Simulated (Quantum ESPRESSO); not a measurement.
Al2InGaAs4, a curve over strain

Computed values, not a measurement. The program is pw.x of Quantum ESPRESSO 7.5 (plane-wave density functional theory). The cell is made up: 8 atoms on a zincblende/diamond lattice, with randomly drawn elements, strain and displacements, not relaxed. PseudoDojo standard norm-conserving files (v0.5 for PBE, v0.4.1 for LDA and PBEsol) set the functional; there is no spin polarisation, spin-orbit coupling or dispersion term, and the masses in the input are unused placeholders.

Seven runs add a strain to one cell (along z); the atoms follow the cell and are not relaxed. Stress in the table is positive in tension.

Input of the run at -0.0010:

```
&control calculation='scf', pseudo_dir='./dojo.nc.sr.pbe.v0_5.standard.upf', outdir='./o', disk_io='medium', tprnfor=.true., tstress=.true. /
&system ibrav=0, nat=8, ntyp=4, nbnd=52, ecutwfc=84.00895049, nosym=.true., tot_charge=0,
 occupations='smearing', smearing='fd', degauss=0.0018374661
/
&electrons conv_thr=7.350e-09, electron_maxstep=60, /
ATOMIC_SPECIES
Al 1.0 Al.upf
As 1.0 As.upf
Ga 1.0 Ga.upf
In 1.0 In.upf
CELL_PARAMETERS angstrom
5.814 0.0 0.0
0.0 5.814 0.0
0.0 0.0 5.8082
ATOMIC_POSITIONS angstrom
Al 0.0383 0.0693 -0.0336
In 0.1002 2.9278 2.9494
Ga 2.8733 0.0432 2.9711
Al 2.9648 2.9114 0.0415
As 1.4222 1.4652 1.5118
As 1.4029 4.3206 4.3818
As 4.3807 1.4052 4.4285
As 4.4009 4.4798 1.3847
K_POINTS automatic
4 4 4 1 1 1
```

```
added strain  free energy less that of the input shown (eV)  stress xx (GPa)  stress yy (GPa)  stress zz (GPa)  stress xy (GPa)  pressure (GPa)  iterations
     -0.0231                                         0.0953            -3.02            -3.67            -4.65            -0.29            3.78          10
     -0.0090                                         0.0275            -2.21            -2.82            -3.20            -0.26            2.74          10
     -0.0010                                         0.0000            -1.78            -2.37            -2.40            -0.25            2.18          10
     +0.0053                                        -0.0161            -1.46            -2.03            -1.77            -0.24            1.76          10
     +0.0153                                        -0.0318            -0.98            -1.53            -0.79            -0.22            1.10          10
     +0.0182                                        -0.0343            -0.85            -1.39            -0.51            -0.22            0.92          11
```

Question: one run is left out of the table, at -0.0145. Estimate its stress zz (GPa).

Answer: -3.76. The whole row:

```
added strain  free energy less that of the input shown (eV)  stress xx (GPa)  stress yy (GPa)  stress zz (GPa)  stress xy (GPa)  pressure (GPa)  iterations
     -0.0145                                         0.0511            -2.51            -3.14            -3.76            -0.27            3.14          10
```

A cubic fit gives a slope of stress zz against the added strain of 100 GPa at zero added strain, with the atoms clamped. Across the table the free energy follows the integral of the stress to within 0.2 meV. A rerun of one of the cells at 1437 eV and a 6 x 6 x 6 mesh moved values by no more than 0.011 eV in energy, 0.02 GPa in stress and 0.003 eV/Å in force.